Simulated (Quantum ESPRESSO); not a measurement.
Si6GaAs, input and log of a self-consistent run

Computed values, not a measurement. The program is pw.x of Quantum ESPRESSO 7.5 (plane-wave density functional theory). The cell is made up: 8 atoms on a zincblende/diamond lattice, with randomly drawn elements, strain and displacements, not relaxed. PseudoDojo standard norm-conserving files (v0.5 for PBE, v0.4.1 for LDA and PBEsol) set the functional; there is no spin polarisation, spin-orbit coupling or dispersion term, and the masses in the input are unused placeholders.

Input:

```
&control calculation='scf', pseudo_dir='./dojo.nc.sr.pbe.v0_5.standard.upf', outdir='./o', disk_io='medium', tprnfor=.true., tstress=.true. /
&system ibrav=0, nat=8, ntyp=3, nbnd=36, ecutwfc=84.00895049, nosym=.true., tot_charge=0,
 occupations='smearing', smearing='fd', degauss=0.0073498644
/
&electrons conv_thr=7.350e-09, electron_maxstep=60, /
ATOMIC_SPECIES
As 1.0 As.upf
Ga 1.0 Ga.upf
Si 1.0 Si.upf
CELL_PARAMETERS angstrom
5.3964 0.0754 -0.0267
0.0754 5.434 -0.0517
-0.0267 -0.0517 5.3635
ATOMIC_POSITIONS angstrom
Si -0.0198 0.0411 0.0298
Ga 0.0356 2.6702 2.6533
As 2.7077 0.0044 2.6551
Si 2.7068 2.8231 -0.0084
Si 1.4023 1.3695 1.3319
Si 1.3685 4.0481 3.9657
Si 4.0285 1.3335 4.0024
Si 4.0789 4.1364 1.3074
K_POINTS automatic
6 6 6 1 1 1
```

The log is shortened where brackets say so; the opening notice, blank lines, dates and the lines on written files are dropped, and the path of the files is cut. It prints rydbergs, bohrs and kilobars, and counts compression as positive stress.

```
     Program PWSCF v.7.5
     Parallel version (MPI & OpenMP), running on       1 processor cores
     Number of MPI processes:                 1
     Threads/MPI process:                     1
     [start-up lines left out]
     bravais-lattice index     =            0
     lattice parameter (alat)  =      10.1988  a.u.
     unit-cell volume          =    1061.0467 (a.u.)^3
     number of atoms/cell      =            8
     number of atomic types    =            3
     number of electrons       =        52.00
     number of Kohn-Sham states=           36
     kinetic-energy cutoff     =      84.0090  Ry
     charge density cutoff     =     336.0358  Ry
     scf convergence threshold =      7.3E-09
     mixing beta               =       0.7000
     number of iterations used =            8  plain     mixing
     Exchange-correlation= PBE
                           (   1   4   3   4   0   0   0)
     [axes and pseudopotential details left out]
   Cartesian axes
     site n.     atom                  positions (alat units)
         1        Si     tau(   1) = (  -0.0036687   0.0076154   0.0055216  )
         2        Ga     tau(   2) = (   0.0065963   0.4947570   0.4916256  )
         3        As     tau(   3) = (   0.5017053   0.0008153   0.4919592  )
         4        Si     tau(   4) = (   0.5015386   0.5230876  -0.0015564  )
         5        Si     tau(   5) = (   0.2598299   0.2537524   0.2467856  )
         6        Si     tau(   6) = (   0.2535671   0.7500659   0.7347981  )
         7        Si     tau(   7) = (   0.7464342   0.2470820   0.7415982  )
         8        Si     tau(   8) = (   0.7557727   0.7664268   0.2422460  )
     number of k points=   108  Fermi-Dirac smearing, width (Ry)=  0.0073
     Number of k-points >= 100: set verbosity='high' to print them.
     Dense  grid:   110403 G-vectors     FFT dimensions: (  60,  60,  60)
     Estimated max dynamical RAM per process >     140.42 MB
     Initial potential from superposition of free atoms
     starting charge      51.9934, renormalised to      52.0000
     Starting wfcs are   42 randomized atomic wfcs
     total cpu time spent up to now is       29.6 secs
     per-process dynamical memory:    94.4 Mb
     Self-consistent Calculation
     iteration #  1     ecut=    84.01 Ry     beta= 0.70
     Davidson diagonalization with overlap
     ethr =  1.00E-02,  avg # of iterations =  4.6
     Threshold (ethr) on eigenvalues was too large:
     Diagonalizing with lowered threshold
     Davidson diagonalization with overlap
     ethr =  4.55E-04,  avg # of iterations =  4.8
     total cpu time spent up to now is      223.2 secs
     total energy              =    -415.75298144 Ry
     estimated scf accuracy    <       0.25498812 Ry
     iteration #  2     ecut=    84.01 Ry     beta= 0.70
     Davidson diagonalization with overlap
     ethr =  4.90E-04,  avg # of iterations =  2.8
     total cpu time spent up to now is      297.8 secs
     total energy              =    -415.76482005 Ry
     estimated scf accuracy    <       0.06235334 Ry
     iteration #  3     ecut=    84.01 Ry     beta= 0.70
     Davidson diagonalization with overlap
     ethr =  1.20E-04,  avg # of iterations =  5.0
     total cpu time spent up to now is      379.8 secs
     total energy              =    -415.78292268 Ry
     estimated scf accuracy    <       0.02334874 Ry
     iteration #  4     ecut=    84.01 Ry     beta= 0.70
     Davidson diagonalization with overlap
     ethr =  4.49E-05,  avg # of iterations =  3.6
     total cpu time spent up to now is      466.9 secs
     total energy              =    -415.78721140 Ry
     estimated scf accuracy    <       0.00016759 Ry
     iteration #  5     ecut=    84.01 Ry     beta= 0.70
     Davidson diagonalization with overlap
     c_bands:  1 eigenvalues not converged
     c_bands:  1 eigenvalues not converged
     c_bands:  1 eigenvalues not converged
     ethr =  3.22E-07,  avg # of iterations =  9.7
     total cpu time spent up to now is      605.2 secs
     total energy              =    -415.78729795 Ry
     estimated scf accuracy    <       0.00006839 Ry
     iteration #  6     ecut=    84.01 Ry     beta= 0.70
     Davidson diagonalization with overlap
     ethr =  1.32E-07,  avg # of iterations =  2.0
     total cpu time spent up to now is      677.2 secs
     total energy              =    -415.78731096 Ry
     estimated scf accuracy    <       0.00000759 Ry
     iteration #  7     ecut=    84.01 Ry     beta= 0.70
     Davidson diagonalization with overlap
     ethr =  1.46E-08,  avg # of iterations =  2.0
     total cpu time spent up to now is      753.2 secs
     total energy              =    -415.78731269 Ry
     estimated scf accuracy    <       0.00000020 Ry
     iteration #  8     ecut=    84.01 Ry     beta= 0.70
     Davidson diagonalization with overlap
     ethr =  3.78E-10,  avg # of iterations =  4.1
     total cpu time spent up to now is      876.0 secs
     total energy              =    -415.78731280 Ry
     estimated scf accuracy    <       0.00000011 Ry
     iteration #  9     ecut=    84.01 Ry     beta= 0.70
     Davidson diagonalization with overlap
     ethr =  2.19E-10,  avg # of iterations =  2.0
     total cpu time spent up to now is      961.1 secs
     total energy              =    -415.78731282 Ry
     estimated scf accuracy    <       0.00000001 Ry
     iteration # 10     ecut=    84.01 Ry     beta= 0.70
     Davidson diagonalization with overlap
     ethr =  2.32E-11,  avg # of iterations =  2.2
     total cpu time spent up to now is     1040.7 secs
     End of self-consistent calculation
     Number of k-points >= 100: set verbosity='high' to print the bands.
     the Fermi energy is     7.8800 ev
!    total energy              =    -415.78731282 Ry
     estimated scf accuracy    <          4.6E-10 Ry
     smearing contrib. (-TS)   =      -0.00123458 Ry
     internal energy E=F+TS    =    -415.78607824 Ry
     The total energy is F=E-TS. E is the sum of the following terms:
     one-electron contribution =    -234.61902550 Ry
     hartree contribution      =     146.31259067 Ry
     xc contribution           =    -108.15132742 Ry
     ewald contribution        =    -219.32831599 Ry
     convergence has been achieved in  10 iterations
     Forces acting on atoms (cartesian axes, Ry/au):
     atom    1 type  3   force =     0.01091820   -0.02602325    0.00679973
     atom    2 type  2   force =    -0.02207611   -0.00763408    0.01454704
     atom    3 type  1   force =    -0.03254702   -0.00174759    0.03479379
     atom    4 type  3   force =     0.00951296   -0.03063810   -0.00920782
     atom    5 type  3   force =    -0.02298487    0.02746312   -0.03794837
     atom    6 type  3   force =    -0.02182185    0.00530268    0.01746595
     atom    7 type  3   force =     0.02173027    0.06417431    0.01677171
     atom    8 type  3   force =     0.05726842   -0.03089710   -0.04322202
     Total force =     0.139618     Total SCF correction =     0.000078
     Computing stress (Cartesian axis) and pressure
          total   stress  (Ry/bohr**3)                   (kbar)     P=       75.05
   0.00051518  -0.00020540   0.00013703           75.79      -30.22       20.16
  -0.00020540   0.00047532   0.00013985          -30.22       69.92       20.57
   0.00013703   0.00013985   0.00053995           20.16       20.57       79.43
     init_run     :     26.24s CPU     29.50s WALL (       1 calls)
     electrons    :    939.30s CPU   1011.15s WALL (       1 calls)
     forces       :     16.96s CPU     17.22s WALL (       1 calls)
     stress       :     64.96s CPU     65.29s WALL (       1 calls)
     [timing details left out]
     PWSCF        :  17m28.68s CPU  18m48.52s WALL
     JOB DONE.
```

In other units: free energy -5657.075 eV for the cell, pressure 7.50 GPa, largest force component 1.650 eV/Å. A rerun of a related cell, with the same atoms placed differently, at 1437 eV and a 8 x 8 x 8 mesh moved values by no more than 0.002 eV in energy, 0.02 GPa in stress and 0.002 eV/Å in force.